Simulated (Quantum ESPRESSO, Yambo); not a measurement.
# G0W0 results for BN

BN is taken in the hexagonal space group P6₃/mmc (No. 194), Pearson symbol hP4. Cell: a = b = 2.5124 Å, c = 7.7073 Å, α = β = 90.00°, γ = 120.00°. B on 2c has 3 N at 1.451 Å (trigonal planar). N on 2d has 3 B at 1.451 Å (trigonal planar). (Neighbours: up to the widest gap in distance over summed covalent radii, below 1.35, at either atom.)

The geometry is that of Materials Project entry mp-984, symmetrised and not relaxed again.

Starting point: PBE (Quantum ESPRESSO, PseudoDojo norm-conserving, 84 Ry, no spin-orbit coupling). G0W0 in Yambo: 6×6×2 Γ-centred k mesh, 94 bands and a 10 Ry block in the screening, 94 bands in G with the Bruneval-Gonze terminator, plasmon pole fitted at 27.2 eV.

| Quantity | Value |
|---|---|
| PBE gap along the band path | 4.51 eV |
| PBE gap between the mesh's edge points (H → M) | 4.51 eV |
| G0W0 gap between the same points | 6.16 eV |
| PBE smallest direct gap on the mesh (at H) | 4.67 eV |
| G0W0 direct gap at that point | 6.44 eV |
| smallest G0W0 gap among all computed states (the edges move to other k points) | 5.67 eV |

```csv
k point,band,E PBE (eV),E QP (eV),shift (eV),Z
Γ,VB,-1.35,-2.47,-1.12,0.81
Γ,CB,4.62,4.78,0.16,0.86
A,VB,-1.36,-2.48,-1.12,0.81
A,CB,6.22,6.62,0.39,0.85
M,VB,-0.69,-1.69,-1.00,0.81
M,CB,4.51,5.28,0.77,0.84
L,VB,-0.90,-1.95,-1.05,0.81
L,CB,4.78,5.63,0.84,0.84
K,VB,-0.01,-0.90,-0.89,0.81
K,CB,4.72,5.61,0.89,0.83
H,VB,0.00,-0.89,-0.89,0.81
H,CB,4.67,5.55,0.88,0.83
```

Energies count from the PBE valence-band maximum.

Nearest settings tried, and what they do to the gap: 59 bands in G: +8 meV; 59 bands in W, 59 bands in G: -3 meV; 8 Ry block (121 vectors against 177): -60 meV. Not varied: mesh. So the settings aren't converged at that level.

The distance between layers or molecules is the database entry's, not relaxed here. Functionals without dispersion can leave it too large, which widens gaps and weakens the response across layers: the numbers belong to this cell.
